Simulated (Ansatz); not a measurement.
AlP (wurtzite, P6_3mc), plane-wave PAW LDA (Ansatz code), all energies at zero smearing, with the estimated change up to a 700 eV cutoff added, with one set of potentials and settings (totals compare only within such a set). Cell of 4 atoms (2 Al, 2 P): -2480.073 eV.

```
element             reference phase  E (eV/atom)
-------  --------------------------  -----------
Al       Fm-3m, 1 atoms in the cell    -512.8755
P         Cmce, 4 atoms in the cell    -725.9596
```

Formation energy per atom, worked out: (-2480.073 − 2×(-512.8755) − 2×(-725.9596))/4 = -0.601 eV/atom (-58 kJ per mol of atoms), at 0 K, without zero-point energy or fitted corrections.

The workflow started from a Materials Project entry (that database holds measured and hypothetical structures alike); the Crystallography Open Database copy checked does not list it. It is not the phase usual at ambient conditions (space group No. 216). Symmetry was held in the LDA relaxation; phonons on a q-mesh show no instability. The references are the lowest solids computed at this level, not always the standard phases.

Potentials: the later of the program's two PAW sets.
